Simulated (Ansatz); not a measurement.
IrW:
```
IrW
1.0
    2.77584     0.00000     0.00000
    0.00000     2.77584     0.00000
    0.00000     0.00000     3.93241
Ir W
1 1
Direct
  0.00000   0.00000   0.00000
  0.50000   0.50000   0.50000
```

Relaxed with PBE. Special points in fractions of this cell's reciprocal vectors: Γ (0.000, 0.000, 0.000); X (0.000, 0.500, 0.000); M (0.500, 0.500, 0.000); Z (0.000, 0.000, 0.500); R (0.000, 0.500, 0.500); A (0.500, 0.500, 0.500).

**Question.** List the band energies nearest the Fermi level at these points for plane-wave PAW PBE with spin–orbit coupling (Ansatz code).

**Answer.** In eV from the Fermi level; about four levels below and three above (degenerate sets whole), none deeper than 8.9 eV; points with the same levels are listed once.

```json
[
 {"k": "Γ", "below": "-1.94 -1.94 -0.17 -0.17", "above": "0.67 0.67 2.14 2.14"},
 {"k": "X", "below": "-2.07 -2.07 -1.02 -1.02", "above": "0.54 0.54 2.16 2.16"},
 {"k": "M", "below": "-6.17 -6.17 -6.02 -6.02", "above": "1.45 1.45 1.78 1.78"},
 {"k": "Z", "below": "-1.33 -1.33 -0.68 -0.68", "above": "0.08 0.08 1.15 1.15"},
 {"k": "R", "below": "-1.58 -1.58 -0.36 -0.36", "above": "0.09 0.09 1.67 1.67"},
 {"k": "A", "below": "-2.80 -2.80 -1.59 -1.59", "above": "1.20 1.20 1.56 1.56"}
]
```

Space group P4/mmm (L1₀ or tetragonal B2). The start of the workflow was typed in or built on a structure type; neither database checked (COD, Materials Project) lists it. COD files the formula under space group No. 51. Its standing as an ambient phase is unchecked. The cell was relaxed with PBE under the symmetry of its start; whether a distortion lowers the energy is not shown. The run is not spin-polarised.

Potentials: the later of the program's two PAW sets.
